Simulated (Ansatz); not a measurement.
# Kick test of a cell of ZnCd₂S₃

It was reached by relaxing an invented guess, and it needn't be the stable form of this composition.

Computed with DFT PBE, scalar-relativistic, plane waves, PAW in Ansatz 0.2.0. Cutoff 420 eV; k points 12×12×2 on the computed 12-atom cell (Γ-centred); Gaussian smearing, width 0.02 eV; no spin polarisation.

The cell below (12 atoms, space group P6_3mc (No. 186)) is relaxed within its symmetry.

```xyz
12
Lattice="4.0680 0.0000 0.0000 -2.0340 3.5230 0.0000 0.0000 0.0000 20.1031" Properties=species:S:1:pos:R:3 pbc="T T T"
Zn    2.0340    1.1743    6.6993
Zn    0.0000    2.3486   16.7508
Cd    0.0000    0.0000   20.0451
Cd    0.0000    0.0000    9.9936
Cd    0.0000    2.3486    3.4504
Cd    2.0340    1.1743   13.5019
S     0.0000    0.0000    2.4922
S     0.0000    0.0000   12.5437
S     0.0000    2.3486    6.0104
S     2.0340    1.1743   16.0619
S     2.0340    1.1743    9.0474
S     0.0000    2.3486   19.0989
```

For the test it was strained at random (σ = 1.5 % a component), the atoms were moved at random (σ = 0.15 Å), and all was relaxed again on a coarse 6×6×1 mesh (in the run’s order of axes) with 0.10 eV smearing, with no symmetry imposed.

Question: What happens?

Answer: It returns, within 1 meV/atom of the unmoved cell on that mesh and with the same symmetry when read at 0.1 Å (P1 at 0.01 Å, so small strains and shifts remain). So it is stable against the distortions that fit this cell and that this random move excites. Modes that don't fit the cell aren't tested.
